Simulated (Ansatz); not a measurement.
ScRhN$_{2}$:
```cif
data_N6Rh3Sc3
_chemical_formula_sum 'Sc3 Rh3 N6'
_space_group_name_H-M_alt 'R-3m :H'
_space_group_IT_number 166
_space_group_name_Hall '-R 3 2"'
_cell_length_a 3.21938
_cell_length_b 3.21938
_cell_length_c 17.46457
_cell_angle_alpha 90.000
_cell_angle_beta 90.000
_cell_angle_gamma 120.000
loop_
_atom_site_label
_atom_site_type_symbol
_atom_site_symmetry_multiplicity
_atom_site_Wyckoff_symbol
_atom_site_fract_x
_atom_site_fract_y
_atom_site_fract_z
_atom_site_occupancy
Sc1 Sc 3 b 0.00000 0.00000 0.50000 1
Rh1 Rh 3 a 0.00000 0.00000 0.00000 1
N1 N 6 c 0.00000 0.00000 0.10422 1
```
(The calculation used a cell of 4 atoms; values per cell refer to that cell.)

Relaxed with PBEsol.

Problem. Decompose the optical modes at the zone centre into irreducible representations, and say which are infrared and Raman allowed.

Solution. Point group -3m: Γ_opt = A1g + 2A2u + Eg + 2Eu. Infrared: A2u, Eu. Raman: A1g, Eg.

Problem. Assign frequencies (DFPT, PBEsol in the plane-wave PAW code Ansatz).

Solution. Eu 13, A2u 264, Eu 308, Eg 401, A2u 543, A1g 836 cm⁻¹.

The start of the workflow was typed in or built on a structure type; neither database checked (COD, Materials Project) lists it. Its standing as an ambient phase is unchecked. Symmetry was held in the PBEsol relaxation; its stability against distortions is not shown here. The workflow began spin-polarised and lost its moments. As this level gives no gap, phonon frequencies hold no LO–TO term and depend on the k-mesh and smearing (Fermi–Dirac, 0.1 eV here).

Potentials: the later of the program's two PAW sets.
